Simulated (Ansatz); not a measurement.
**Elastic constants of In2O: input and output**

Computed with DFT PBE, scalar-relativistic, plane waves, PAW (Ansatz).

Launched with:
```bash
ansatz run input.yaml --threads 2 --pin off --max-ram 6144MiB --backend cpu --events-out ev --progress --plain --runs-dir out
```

Input (bare energies are in eV):
```yaml
crystal:
  lattice:
    - [3.4330555846, 0.0, 0.0]
    - [-1.7165277923, 2.9731133489, 0.0]
    - [0.0, 0.0, 12.7039100544]
  atoms:
    - { symbol: In, position: [0.0, 0.0, 0.3826866169] }
    - { symbol: In, position: [0.0, 0.0, 0.6173133831] }
    - { symbol: In, position: [0.6666666667, 0.3333333333, 0.1160366589] }
    - { symbol: In, position: [0.3333333333, 0.6666666667, 0.8839633411] }
    - { symbol: O, position: [0.6666666667, 0.3333333333, 0.3070938034] }
    - { symbol: O, position: [0.3333333333, 0.6666666667, 0.6929061966] }
basis:
  ecutwfc: 420
kpoints:
  mp_grid: { grid: [12, 12, 4] }
hamiltonian:
  xc: pbe
scf:
  occupations: { method: fermi_dirac, width: 0.15 }
output:
  forces: true
  stress: true
  eigenvalues: true
elastic:
  mode: relaxed_ion
  amplitude: 0.005
  stencil: two_point
```

From the output:
```
--- Elastic constants: 3 strain directions × 2 members + reference (group order 12) ---
  dense FFT box of the reference and of every strained cell: 24×24×90
  strains applied: 11, 33, 23; error gains: componentwise 1.00 (the most a stress slope's error grows in a printed constant), spectral 1.41 (1 for all six strains in a standard setting)
  reference relaxed by the batch: 5 steps; max|allowed force component| 6.04e-4 eV/Å at the deck's positions, 8.80e-6 at the last accepted step, 8.86e-6 by the solve of record
  largest displacement 1.7e-4 Å; the constants are those of the deck's cell at these positions:
  atoms:
    - { symbol: In, position: [-2.9860073622389013e-21, 1.0306934765492797e-32, 0.38268032249474243] }
    - { symbol: In, position: [2.986007362240067e-21, -1.0767579894676834e-32, 0.6173196775052573] }
    - { symbol: In, position: [0.6666666666666665, 0.33333333333333326, 0.11604735716488263] }
    - { symbol: In, position: [0.33333333333333326, 0.6666666666666665, 0.8839526428351171] }
    - { symbol: O, position: [0.6666666666666665, 0.33333333333333326, 0.3070806862927181] }
    - { symbol: O, position: [0.33333333333333326, 0.6666666666666665, 0.6929193137072814] }
  C = ∂σ_k/∂η_j (tension-positive GPa; Voigt order 11 22 33 23 13 12):
        66.756     29.826     26.462     -3.177     -0.000     -0.000
        29.826     66.756     26.462      3.177     -0.000     -0.000
        26.446     26.446     80.767      0.000     -0.000      0.000
        -3.183      3.183     -0.000      6.848      0.000     -0.000
         0.000      0.000      0.000      0.000      6.848     -3.183
        -0.000     -0.000      0.000     -0.000     -3.177     18.465
  reference stress σ⁰ (GPa):      0.002      0.002      0.001      0.000     -0.000     -0.000
  C* (energy form; C + prestress term) asymmetry max|C*_kj − C*_jk| = 1.714e-2 GPa — a small one proves nothing (zero by symmetry where the batch's group is 432, −43m or m−3m); a large one is finite-difference/SCF noise where every solve ...
  moduli (Voigt/Reuss/Hill, GPa): K = 42.19/42.03/42.11   G = 15.20/10.53/12.87   E = 35.03   ν = 0.361
  mechanically stable: yes (min eigenvalue of sym C = 6.03 GPa)
  strain η (Voigt 11):  stress-route row diagonal C_11 = 66.76 GPa, energy-path curvature d²(F+E_count+ΔE)/dδ²/Ω₀ = 66.76 GPa
         δ    σ_11 (GPa) F (eV) n_scf n_hpsi n_pw
    -5.000e-3      -0.3374      -23525.8774203      14  145812   2544   relax 5 steps, max|allowed force component| 1.30e-5 eV/Å
     5.000e-3       0.3301      -23525.8774297      14  146337   2570   relax 6 steps, max|allowed force component| 1.57e-5 eV/Å
  strain η (Voigt 33):  stress-route row diagonal C_33 = 80.77 GPa, energy-path curvature d²(F+E_count+ΔE)/dδ²/Ω₀ = 80.78 GPa
         δ    σ_33 (GPa) F (eV) n_scf n_hpsi n_pw
    -5.000e-3      -0.4149      -23525.8772344      14   61465   2536   relax 3 steps, max|allowed force component| 3.33e-5 eV/Å
     5.000e-3       0.3928      -23525.8773107      14   61889   2568   relax 3 steps, max|allowed force component| 3.41e-5 eV/Å
  strain η (Voigt 23):  stress-route row diagonal C_44 = 6.85 GPa, energy-path curvature d²(F+E_count+ΔE)/dδ²/Ω₀ = 6.85 GPa
         δ    σ_23 (GPa) F (eV) n_scf n_hpsi n_pw
    -5.000e-3      -0.0351      -23525.8780204      14  146224   2552   relax 8 steps, max|allowed force component| 3.87e-5 eV/Å
     5.000e-3       0.0334      -23525.8780244      14  147300   2552   relax 7 steps, max|allowed force component| 2.57e-6 eV/Å
```

The run took 8.4 min on 2 threads of Intel(R) Xeon(R) 6975P-C (Granite Rapids), on a shared host, peak memory 1 GiB.

The cell was built by swapping an element in a database structure (itself possibly hypothetical) and relaxing; it need not be the stable form of this composition. In a metal, frequencies and elastic constants depend on the k mesh and the smearing, soft modes and shear constants most. A semilocal functional can close a gap that the real compound has.

The least eigenvalue is 6.0 GPa; in a metal on this mesh the verdict on stability isn't firm within about 20 GPa or a tenth of the bulk modulus.